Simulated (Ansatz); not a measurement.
SiNi:
```
CELL_PARAMETERS angstrom
     -1.33865     1.33865     6.86997
      1.33865    -1.33865     6.86997
      1.33865     1.33865    -6.86997
ATOMIC_POSITIONS crystal
  Ni 0.01049 0.01049 0.00000
  Ni 0.76049 0.26049 0.50000
  Si 0.40551 0.40551 0.00000
  Si 0.15551 0.65551 0.50000
```

Relaxed with PBE. Special points in fractions of this cell's reciprocal vectors: Γ (0.000, 0.000, 0.000); X (0.000, 0.000, 0.500); P (0.250, 0.250, 0.250); N (0.000, 0.500, 0.000); M (0.500, 0.500, -0.500); S (0.259, 0.741, -0.259); S0 (-0.259, 0.259, 0.259); R (-0.019, 0.019, 0.500); G (0.500, 0.500, -0.019).

### Question
List the band energies nearest the Fermi level at these points for DFT-PBE in the program Ansatz with PAW potentials.

### Answer
In eV from the Fermi level; about four levels below and three above (degenerate sets whole), none deeper than 8.9 eV; points with the same levels are listed once.

```tsv
k	below	above
Γ	-1.86 -1.86 -1.21 -1.19 -0.77	3.95 6.58 6.58
X	-0.69 -0.69 -0.60 -0.60	1.09 1.09 2.46 2.46
P	-0.73 -0.73 -0.68 -0.68	1.20 1.20 2.42 2.42
N	-1.69 -1.62 -0.59 -0.17	1.41 2.69 5.24
M	-1.78 -1.78 -1.20 -1.20	5.75 5.75 7.53 7.53
S	-1.72 -1.61 -0.48 -0.17	1.49 2.06 6.24
R	-0.77 -0.77 -0.53 -0.53	1.10 1.10 2.54 2.54
```

Space group I4_1md. A made-up cell: these elements were put on the sites of a structure type; neither database checked (COD, Materials Project) lists it. It is not the phase usual at ambient conditions (space group No. 62). The PBE relaxation kept the symmetry of its start; whether a distortion lowers the energy is not shown. The workflow began spin-polarised and lost its moments.

Potentials: the later of the program's two PAW sets.
